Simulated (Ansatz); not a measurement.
How far is PAW off for MgAu?

```xyz
2
Lattice="3.3242 0.0000 0.0000 0.0000 3.3242 0.0000 0.0000 0.0000 3.2590" Properties=species:S:1:pos:R:3 pbc="T T T"
Mg    1.6621    1.6621    1.6295
Au    0.0000    0.0000    0.0000
```

Atom numbers follow the list: Mg1, Au2.

The cell comes from COD entry 9008804, which wasn't checked; take it as a given geometry. The listed cell was then made from it by scaling, straining or moving an atom.

No spin–orbit coupling, which matters for the heavy atoms here.

Methods: DFT, LDA, PAW with Ansatz's default frozen-core files, scalar-relativistic (Ansatz 0.2.0); DFT, LDA, all-electron PAW with datasets made for the crystal, scalar-relativistic (Ansatz 0.2.0); DFT, LDA, all-electron LAPW, scalar-relativistic (Ansatz 0.2.0).

For PAW: a Γ-centred 13×13×13 k mesh, Fermi–Dirac smearing of 0.05 eV, cutoff 420 eV, no spin polarisation; the PAW files were made with PBE, and the program remakes their frozen cores for this functional. The crystal-made all-electron datasets (AE datasets) take a cutoff of 260 eV at this cell. LAPW targets a basis error of 0.25 meV/atom. The Ansatz runs share mesh, smearing and spin set-up. Plane-wave (PAW) pressures include the program's estimate of the Pulay term.

Stress and pressure are positive in compression.

The change that made this cell: equal xx and yy strain of +2 %.

Spin–orbit coupling is left out, which moves gradients at and beside heavy atoms by some per cent and at worst by a factor of two.

In a metal, gradients converge slowly with the k mesh: the values move by tens of per cent from one mesh to another, at times in sign, so only the comparison on one mesh counts.

```json
{"quantity": "pressure (GPa)", "PAW": "-6.54", "AE datasets": "-6.52", "LAPW": "-6.52"}
{"quantity": "stress xx (GPa)", "PAW": "-6.64", "AE datasets": "-6.62", "LAPW": "-6.62"}
{"quantity": "stress zz (GPa)", "PAW": "-6.35", "AE datasets": "-6.32", "LAPW": "-6.32"}
{"quantity": "field gradient Vzz at Au2 (10²¹ V/m²)", "PAW": "-1.07", "AE datasets": "-1.08", "LAPW": "–"}
```

PAW's pressure differs from the LAPW value by -0.02 GPa. Datasets made for the crystal and LAPW share parts of one code, so their agreement isn't an independent check.
